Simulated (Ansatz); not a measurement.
input.yaml (Ansatz)

```yaml
crystal:
  lattice:
    - [4.6762434856, 0.0, 0.0]
    - [-2.3381217428, 4.0497456528, 0.0]
    - [0.0, 0.0, 3.1332503383]
  atoms:
    - { symbol: Se, position: [0.0, 0.0, 0.0] }
    - { symbol: Se, position: [0.3333333333, 0.6666666667, 0.5] }
    - { symbol: Se, position: [0.6666666667, 0.3333333333, 0.5] }
hamiltonian:
  xc: pbesol
  pseudopotentials:
    kind: paw
    azcp:
      Se: "pseudopotentials/Se.paw.azcp"
basis:
  ecutwfc: 420
  fft_grid_basis: typed
kpoints:
  mp_grid: { grid: [9, 9, 11], shift: [0, 0, 0] }
magnetization:
  spin_polarized: false
scf:
  occupations: { method: fermi_dirac, width: 0.1 }
  lower_state_search: "off"
output:
  stress: true
```

Terminal output

```
Warning: the record states the generating functional pbe (its physics header spells it `PBE`), which answers neither for hamiltonian.xc's functional nor for the pbesol family's — results may be inconsistent (PPs are generated against a specific XC)
Engine: ansatz 0.2.0, x86_64-unknown-linux-gnu
Pseudopotentials: kind: paw
Pseudopotential: Se, paw, valence charge 16, recommended cutoff 420 eV (normal) 
Functional definition: PBEsol
  exchange = pbesol_x
  correlation = pbesol_c
Crystal: 3 atoms, lattice volume = 59.336 Å³
Basis set: ecut = 420 eV, 1193 PW (Γ)
Bands: 28, of which v1, the nominal top of the filled ones, is band 24 counted from 1 (23 counted from 0)
Symmetry: 24 space group operations
Space group: P6/mmm (ITA 191), of the structure as read, at distance tolerance 3.9e-5 Å
k-points: 72 of 891
Non-local potential: Se, projectors of the file, l = 0: 2, l = 1: 2, l = 2: 3, l = 3: 1
PAW form: soft (Blöchl's): semilocal exchange-correlation on the pseudo side does not see the compensation charge
PAW frozen core: Se, regenerated for the run's functional, and the local potential with it (the file was generated under x = pbe(κ = 0.804, μ = 0.2195149727645171), c = pbe(β = 0.06672455060314922))
PAW one-centre angular grid: Se, 590 points (default); XC on 64 Gauss nodes
Initial density: superposition of atomic densities (neutral atoms: chi_scale 0, normalization atom), corrected by the library's trained network
Initial wavefunctions: pseudopotential atomic-orbital guess
Functional: x = pbesol(κ = 0.804, μ = 0.12345679012345678), c = pbesol(β = 0.046)
SCF iter   1: F=—  HF=-16271.158989 eV  |F-HF|=—  |Δ(HF+E_count)|=         —  Δρ=3.77e-3  dr2=1.37e-2  ethr=1.77e-3  ⟨swp⟩=5.2  Hψ=7746  notcnv=0
SCF iter   2: F=—  HF=-16271.156667 eV  |F-HF|=—  |Δ(HF+E_count)|=   2.32e-3  Δρ=2.44e-3  dr2=6.04e-3  ethr=2.86e-5  ⟨swp⟩=1.5  Hψ=3009  notcnv=0
SCF iter   3: F=—  HF=-16271.156451 eV  |F-HF|=—  |Δ(HF+E_count)|=   2.16e-4  Δρ=7.72e-4  dr2=7.80e-4  ethr=1.26e-5  ⟨swp⟩=1.2  Hψ=2031  notcnv=0
SCF iter   4: F=—  HF=-16271.156367 eV  |F-HF|=—  |Δ(HF+E_count)|=   8.40e-5  Δρ=2.31e-4  dr2=2.91e-5  ethr=1.63e-6  ⟨swp⟩=2.0  Hψ=2534  notcnv=0
SCF iter   5: F=—  HF=-16271.156367 eV  |F-HF|=—  |Δ(HF+E_count)|=   3.82e-7  Δρ=6.19e-5  dr2=4.40e-6  ethr=6.07e-8  ⟨swp⟩=2.0  Hψ=2991  notcnv=0
SCF iter   6: F=—  HF=-16271.156366 eV  |F-HF|=—  |Δ(HF+E_count)|=   1.35e-6  Δρ=2.67e-5  dr2=4.14e-7  ethr=9.16e-9  ⟨swp⟩=2.0  Hψ=3691  notcnv=0
SCF iter   7: F=-16271.156366 eV  HF=-16271.156366 eV  |F-HF|=5.19e-8  |Δ(HF+E_count)|=   4.34e-8  Δρ=5.75e-6  dr2=3.10e-8  ethr=2.08e-10  ⟨swp⟩=4.6  Hψ=7758  notcnv=0
SCF 1 converged in 7 iterations: F = -16271.156366 eV  dr2 = 3.10e-8
SCF converged after 7 iterations
Free energy (F): -16271.156366 eV
Harris-Foulkes:  -16271.156366 eV  (|F-HF|=5.19e-8)
Internal energy: -16271.093973 eV  (E = F + TS)
E sigma→0 (E₀):  -16271.125169 eV
Entropy (-TS):   -0.062393 eV (-20.798 meV/atom)
Fermi energy:    11.573851 eV
--- Per-component energies (eV) ---
  E_band       = -1019.053807
  E_kinetic    = 351.312881
  E_local      = -6157.062129  (includes V_loc(G=0)·N_el)
  E_nonlocal   = -1772.576349
  E_hartree    = 3102.512266
  E_xc         = -308.749725
  E_vxc        = -292.630422  (∫ρ·V_xc dr)
  E_paw        = -5606.603716  (= ΣΔE_a)
  E_vpaw       = 646.888231  (= ΣTr[D̂ρ^β])
  E_aug_tail   = -0.001787  (compensation charges beyond the density's cutoff)
  E_ewald      = -5882.950767
  E_core_change = 3.025351  (= ΣΔE_core)
  E_smearing   = -0.062393  (= −TS)
  E_closure    = 0.000000  (closes the sum)
  Σ components = -16271.156366   (vs F -16271.156366, Δ=0.00e0)
--- Stress (GPa, compression-positive) ---
       -0.371572       0.000000       0.000000
        0.000000      -0.371572      -0.000000
        0.000000      -0.000000       0.627888
  P = ⅓ Tr σ = -0.0384 GPa (-0.384 kbar)
```
